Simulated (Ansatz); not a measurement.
## Calculated ¹⁷O NMR of the central transition for Mg3B7ClO13

Cell: a computed structure from the Materials Project (it need not be an observed phase), taken as it stands.

```cif
data_Mg3B7ClO13
_symmetry_space_group_name_H-M 'F-43c'
_symmetry_Int_Tables_number 219
_cell_length_a 12.0274
_cell_length_b 12.0274
_cell_length_c 12.0274
_cell_angle_alpha 90.000
_cell_angle_beta 90.000
_cell_angle_gamma 90.000
loop_
_atom_site_label
_atom_site_type_symbol
_atom_site_symmetry_multiplicity
_atom_site_Wyckoff_symbol
_atom_site_fract_x
_atom_site_fract_y
_atom_site_fract_z
Mg Mg 24 d 0.7500 0.5000 0.5000
B7 B 24 c 0.0000 0.7500 0.2500
B8 B 32 e 0.8304 0.3304 0.6696
Cl Cl 8 a 0.5000 0.5000 0.5000
O23 O 96 h 0.2698 0.4308 0.6519
O38 O 8 b 0.2500 0.7500 0.2500
```

One atom of each set is listed; the run and its k-mesh use a cell of 48 atoms with edges of 8.50, 8.50, 8.50 Å.

All values are calculated (Ansatz; DFT, PBE, plane waves and PAW, scalar-relativistic, 420 eV cutoff, Γ-centred 4×4×4 k-points, Fermi–Dirac smearing 0.02 eV), not measured.

¹⁷O has I = 5/2 and Q = -25.58 mb (Pyykkö 2018); at 23.5 T its Larmor frequency is ν₀ = 135.7 MHz. Only the quadrupole interaction is simulated: positions count from each site's isotropic chemical shift, and J coupling is left out, as are shift anisotropy and dipolar coupling, which fast spinning averages.

Task: Give C_Q, η, the quadrupolar product P_Q = |C_Q|(1 + η²/3)^½, the second-order isotropic shift and the breadth of the pattern (fast magic-angle spinning) for each O site.

Result: 

```tsv
site	first shell	C_Q (MHz)	η	P_Q (MHz)	δ_QIS (ppm)	breadth (kHz)
O23	2 B at 1.43–1.46 Å, 1 Mg at 2.02 Å; also 1 Mg at 3.12 Å	5.53	0.77	6.06	-12.0	3.69
O38	4 B at 1.68 Å	0	–	0	0	0
```

δ_QIS = −(ν_Q²/30ν₀²)[I(I+1) − 3/4](1 + η²/3) × 10⁶ ppm with ν_Q = 3|C_Q|/[2I(2I−1)]; it falls as 1/B₀² in ppm, and the breadth as 1/B₀ in kHz.

O38 sits on a cubic site, where every gradient vanishes.

At this cell the PBE pressure is 6 GPa, so with PBE the cell would grow if it were relaxed. The entry's cell may itself be off.

Hardware: 1 thread of Intel Xeon Platinum 8259CL CPU @ 2.50GHz (Skylake/Cascade Lake) (x86_64; 44 cores open to the job, memory cap 2.5 GiB, no GPU), a shared host with a load of 0.6 a core. Wall time 81 s, CPU time 81 s, peak memory 1.2 GiB.
